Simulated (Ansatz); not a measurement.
Consider a crystal of AlAgC₄N₄ in space group P-43m (No. 215), with Al on 1b; Ag on 1a; C on 4e; N on 4e. A trial structure of AlAgC₄N₄ was built thus: two interpenetrating cyanide-bridged diamond nets.

Method: DFT PBE, scalar-relativistic, plane waves, PAW in Ansatz 0.2.0. Cutoff 420 eV, Γ-centred mesh, Gaussian smearing, no spin polarisation.

Energies over the elements count from the elements' standard structures at the same level (N₂ as a molecule), with no fitted energy shifts.

Q: Give the relaxed lattice parameters and positions.

A:

Space group P-43m (No. 215). a = 5.985 Å, b = 5.985 Å, c = 5.985 Å, α = 90.00°, β = 90.00°, γ = 90.00°
| atom | site | symmetry | x | y | z |
| --- | --- | --- | --- | --- | --- |
| Al | 1b | -43m | 0.5000 | 0.5000 | 0.5000 |
| Ag | 1a | -43m | 0.0000 | 0.0000 | 0.0000 |
| C | 4e | .3m | 0.2090 | 0.2090 | 0.2090 |
| N | 4e | .3m | 0.3221 | 0.3221 | 0.3221 |

Around Al lie 4 N at 1.84 Å; Ag has 4 C at 2.17 Å; C is surrounded by 1 N at 1.17 Å and 1 Ag at 2.17 Å; around N lie 1 C at 1.17 Å and 1 Al at 1.84 Å. Another local minimum with the same sites may exist.

Q: And its energy and gap?

A: The energy over the elements is +0.174 eV/atom and the gap on the 4×4×4 mesh of the 10-atom cell is 4.24 eV. A positive value: parting into the elements would lower its energy.

The last run used Gaussian smearing of 0.02 eV. Kohn–Sham gaps at this level usually fall short of measured ones. The reference form of C is held partly by dispersion forces, which this level lacks. Symmetry constrained the relaxation, so the result can be a saddle point.
